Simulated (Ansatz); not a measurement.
Relaxed Ga2O3 (corundum):

```
Ga2O3
1.0
    2.52884     1.46003     4.54105
   -2.52884     1.46003     4.54105
    0.00000    -2.92005     4.54105
Ga O
4 6
Direct
  0.35584   0.35584   0.35584
  0.14416   0.14416   0.14416
  0.64416   0.64416   0.64416
  0.85584   0.85584   0.85584
  0.55313   0.94687   0.25000
  0.25000   0.55313   0.94687
  0.94687   0.25000   0.55313
  0.44687   0.05313   0.75000
  0.75000   0.44687   0.05313
  0.05313   0.75000   0.44687
```

The atoms are displaced by Q × the pattern below (from a DFPT mode at Γ, largest move 1; Q in Å), at fixed cell. It is one choice among 2 degenerate patterns.

```
atom       x       y       z
----  ------  ------  ------
Ga1   -0.052   0.171   0.000
Ga2    0.052   0.171   0.000
Ga3   -0.052   0.171   0.000
Ga4    0.052   0.171   0.000
O5     0.000  -0.427   0.904
O6     0.060  -0.531  -0.452
O7    -0.060  -0.531  -0.452
O8     0.000  -0.427   0.904
O9     0.060  -0.531  -0.452
O10   -0.060  -0.531  -0.452
```

Level of theory: PBE (plane waves to 420 eV, PAW, scalar-relativistic; Ansatz, a program for electronic structure). k mesh 8×8×8 (Γ-centred), Fermi-Dirac smearing 0.05 eV. Ga2O3 was relaxed with its symmetry unable to fall. 

```json
[
 {"Q (Å)": "-0.180", "−dE/dQ from forces (eV/Å)": "9.598"},
 {"Q (Å)": "-0.150", "−dE/dQ from forces (eV/Å)": "7.801"},
 {"Q (Å)": "-0.120", "−dE/dQ from forces (eV/Å)": "6.111"},
 {"Q (Å)": "-0.090", "−dE/dQ from forces (eV/Å)": "4.507"},
 {"Q (Å)": "-0.060", "−dE/dQ from forces (eV/Å)": "2.968"},
 {"Q (Å)": "-0.030", "−dE/dQ from forces (eV/Å)": "1.473"},
 {"Q (Å)": "0.000", "−dE/dQ from forces (eV/Å)": "0.000"},
 {"Q (Å)": "0.030", "−dE/dQ from forces (eV/Å)": "-1.473"},
 {"Q (Å)": "0.060", "−dE/dQ from forces (eV/Å)": "-2.968"},
 {"Q (Å)": "0.090", "−dE/dQ from forces (eV/Å)": "-4.507"},
 {"Q (Å)": "0.120", "−dE/dQ from forces (eV/Å)": "-6.111"},
 {"Q (Å)": "0.150", "−dE/dQ from forces (eV/Å)": "-7.801"},
 {"Q (Å)": "0.180", "−dE/dQ from forces (eV/Å)": "-9.598"}
]
```

Question: What harmonic wavenumber does the curvature at Q = 0 give?

Answer: 429 cm⁻¹. E″ = 48.98 eV/Å², M = Σ mᵢ|uᵢ|² = 72.3 u, ν̃ = 521.5·√(|E″|/M).

(A displaced cell: forces are minus the slopes of the energy, force constants its curvatures, and phonons follow from these.)
